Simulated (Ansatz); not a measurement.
**CaBi$_{2}$Au$_{2}$, a known structure type with other elements, at an estimated volume**

```
Ca Au Bi
1.0
     4.84245    0.00000    0.00000
    -2.42122    4.19369    0.00000
     0.00000    0.00000    7.84371
Ca Au Bi
1 2 2
Direct
  0.00000 0.00000 0.00000
  0.33330 0.66670 0.63010
  0.66670 0.33330 0.36990
  0.33330 0.66670 0.24130
  0.66670 0.33330 0.75870
```

Single point in Ansatz 0.2.0 with PBE, no spin polarisation. Cutoff 420 eV, PAW datasets, 8×8×5 Γ-centred k mesh, fermi-dirac filling (width 0.0168 eV).

Problem. What does the stress say?

Solution. The pressure is -4.2 GPa (compression positive), so with the atoms held at these fractions the cell would first shrink; the forces are large, so a full relaxation may end otherwise. The principal stresses -5.0, -3.8, -3.8 GPa differ, so its shape would change too.

Problem. Is it stable against the elements?

Solution. -0.13 eV an atom against the elements' usual phases (free molecules for gases, crystals otherwise, with no correction for O₂ or N₂), so it is bound against them; other compounds may still compete. Relaxing would lower it.

Problem. Is there a gap?

Solution. It is a metal, with about 4.6 states/eV a cell as the mean within 0.25 eV of the Fermi level, mostly Bi p (70 %) and Au d (16 %).

Problem. Describe some of the short contacts.

Solution. Au–Bi at 2.97 Å: least valence density 0.28 e/Å³ and ELF 0.31 there. Ca–Bi at 3.38 Å: least valence density 0.10 e/Å³ and ELF 0.10 there. Au–Au at 3.46 Å: least valence density 0.12 e/Å³ and ELF 0.14 there. Both are smooth PAW fields, read partly inside the augmentation spheres.

Problem. Which element gives electrons and which takes them?

Solution. Bader charges in e: Ca +1.32, Bi -0.21, Au -0.46. In the mean Ca gives up most and Au takes most.

Problem. Where is the largest force?

Solution. The largest is on Bi4 (and as large on other atoms): 0.82 eV/Å, components (0.00, 0.00, 0.82). It makes 70° with the line to a nearest neighbour, Au3 at 2.97 Å.

Origin: a known structure type with other elements, at an estimated volume, so it need not be a known compound.
